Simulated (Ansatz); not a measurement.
Relaxing an invented Be3GeF2 structure

Method: DFT PBE, scalar-relativistic, plane waves, PAW in Ansatz 0.2.0. Cutoff 420 eV, Gaussian smearing, Γ-centred meshes. Cell and atoms relax first on a coarse mesh and then on a finer one. In between, the cell is made exact in the group found at 0.06 Å. In metals the finer mesh still leaves noise of several meV/atom or more. The steps can't lower the symmetry of their start. No spin polarisation.

The guess for Be3GeF2 was made by a generator: ordered mixture on the cation sites of cuprite (R-3m, No. 166) (occupants of the shared sites, in ratio, Be: 3, Ge: 1). Its size is a rough estimate.

```yaml
crystal:
  lattice:
    - [3.12077, 1.80178, 2.54810]
    - [-3.12077, 1.80178, 2.54810]
    - [0.00000, -3.60355, 2.54810]
  atoms:
    - { symbol: Be, position: [0.00000, 0.50000, 0.00000] }
    - { symbol: Be, position: [0.50000, 0.00000, 0.00000] }
    - { symbol: Be, position: [0.00000, 0.00000, 0.50000] }
    - { symbol: Ge, position: [0.50000, 0.50000, 0.50000] }
    - { symbol: F, position: [0.75000, 0.75000, 0.75000] }
    - { symbol: F, position: [0.25000, 0.25000, 0.25000] }
```

Formation energies are uncorrected and refer to the elements' standard structures at the same level (F₂ as a molecule).

**Question.** Describe the relaxed structure.

**Answer.** The symmetry stays R-3m (No. 166). The volume per atom shrinks by 20.0 %, from 14.3 to 11.5 Å³. The shortest distance goes from 1.91 Å (Be–F and Ge–F) to 1.93 Å (Be–F). The ratio c/a of the conventional cell changes by a factor of 2.02. The energy falls by about 0.78 eV/atom (the start's value is from the coarse mesh). Conventional cell: a = 4.584 Å, c = 11.331 Å. Around Be lie 2 F at 1.93 Å, 2 Ge at 2.29 Å and 4 Be at 2.29 Å; Ge is surrounded by 6 Be at 2.29 Å, 2 F at 2.37 Å and 6 F at 3.00 Å; F has 3 Be at 1.93 Å, 1 Ge at 2.37 Å, 3 F at 2.82 Å and 3 Ge at 3.00 Å.

```cif
data_structure
_symmetry_space_group_name_H-M 'R-3m:H'
_symmetry_Int_Tables_number 166
_cell_length_a 4.5843
_cell_length_b 4.5843
_cell_length_c 11.3311
_cell_angle_alpha 90.000
_cell_angle_beta 90.000
_cell_angle_gamma 120.000
_cell_volume 206.23
loop_
_atom_site_label
_atom_site_type_symbol
_atom_site_symmetry_multiplicity
_atom_site_Wyckoff_symbol
_atom_site_fract_x
_atom_site_fract_y
_atom_site_fract_z
_atom_site_occupancy
Be1 Be 9 d 0.16667 0.83333 0.83333 1
Ge1 Ge 3 b 0.66667 0.33333 0.83333 1
F1 F 6 c 0.00000 0.00000 0.70953 1
```

**Question.** Give its energy and gap.

**Answer.** The energy over the elements is −0.76 eV/atom and the gap on the 12×12×12 mesh of the 6-atom cell is 0 eV (the bands meet within 0.015 eV).

A negative formation energy is needed for stability but isn't enough: competing phases decide.

The last run used Gaussian smearing of 0.10 eV. The zero gap may come from the functional, which often closes small gaps, or the cell may be a true semimetal. Symmetry constrained the relaxation, so the result can be a saddle point. In all, the 5 runs took 2.8 min on 1 thread of Arm Neoverse V2, on a shared host.
